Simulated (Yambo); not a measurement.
Yambo input for BeTe (zinc blende, space group F-43m, No. 216) under isotropic strain of +1 % on all lattice vectors (a = b = c = 4.0042 Å, α = β = γ = 60.00°), on PBE (stringent potentials; pw.x of Quantum ESPRESSO, ONCV potentials, without SOC) wavefunctions on a 12×12×12 mesh:

```
optics
chi
dipoles
tddft
FFTGvecs= 40 Ry
Chimod= "LRC"
LRC_alpha= -0.568
NGsBlkXd= 4 Ry
% QpntsRXd
 1 | 1 |
%
% BndsRnXd
 6 | 39 |
%
GrFnTpXd= "R"
% EnRngeXd
 0.0 | 20.0 | eV
%
% DmRngeXd
 0.2 | 0.2 | eV
%
CGrdSpXd= 50
ETStpsXd= 161
% LongDrXd
 1.0 | 0.0 | 0.0 |
%
% XfnQP_E
 1.122 | 1.0 | 1.0 |
%
```

First lines of the file o-*.eps_q1_inv_LRC_dyson:

```
Absorption @ Q(1):   1.00000000     0.00000000     0.00000000    [q->0 direction]
#
# [ X ] Hartree size     :   59
# [GEN] GF Energies     : Perdew, Burke & Ernzerhof(X)+Perdew, Burke & Ernzerhof(C)+ user defined corrections @E
# [GEN] Green`s Function     : Retarded
#
# [GEN] Gauge     : Length
# [GEN] [r,Vnl] included     : yes
#
#    E[1] [eV]     Im(eps)     Re(eps)     Im(eps_o)     Re(eps_o)
#
     0.000000     -0.32057E-15     7.310901     -0.15752E-17     6.755526
     0.125000     0.009256     7.313777     0.006987     6.757699
     0.250000     0.018570     7.322422     0.014011     6.764229
     0.375000     0.027998     7.336889     0.021107     6.775150
     0.500000     0.037602     7.357268     0.028313     6.790518
     0.625000     0.047444     7.383686     0.035668     6.810412
     0.750000     0.057591     7.416310     0.043214     6.834938
     0.875000     0.068116     7.455350     0.050994     6.864227
     1.000000     0.079097     7.501061     0.059056     6.898437
     1.125000     0.090622     7.553751     0.067453     6.937759
     1.250000     0.102788     7.613784     0.076240     6.982416
     1.375000     0.115707     7.681587     0.085483     7.032667
     1.500000     0.129505     7.757659     0.095253     7.088815
     1.625000     0.144327     7.842582     0.105630     7.151208
     1.750000     0.160343     7.937035     0.116708     7.220247
     1.875000     0.177753     8.041805     0.128593     7.296395
     2.000000     0.196791     8.157814     0.141411     7.380183
     2.125000     0.217740     8.286138     0.155305     7.472226
     2.250000     0.240939     8.428037     0.170447     7.573233
     2.375000     0.266804     8.584998     0.187042     7.684026
     2.500000     0.295842     8.758782     0.205336     7.805564
     2.625000     0.328689     8.951486     0.225625     7.938964
     2.750000     0.366143     9.165628     0.248275     8.085544
     2.875000     0.409222     9.404252     0.273739     8.246861
     3.000000     0.459245     9.671078     0.302584     8.424772
     3.125000     0.517945     9.970692     0.335535     8.621508
     3.250000     0.587646     10.30882     0.373526     8.839780
     3.375000     0.671524     10.69272     0.417791     9.082910
     3.500000     0.774029     11.13168     0.469986     9.355032
     3.625000     0.901570     11.63786     0.532397     9.661351
     3.750000     1.063682     12.22744     0.608262     10.00854
     3.875000     1.275119     12.92240     0.702341     10.40530
     4.000000     1.559808     13.75323     0.821927     10.86323
```
(The file goes on to the top of the energy range.) Convergence of the RPA response with its 12×12×12 mesh was not tested. The scissor comes from a G0W0 run whose convergence isn't established.

Geometry strained from the cell relaxed with PBEsol, atoms relaxed again.
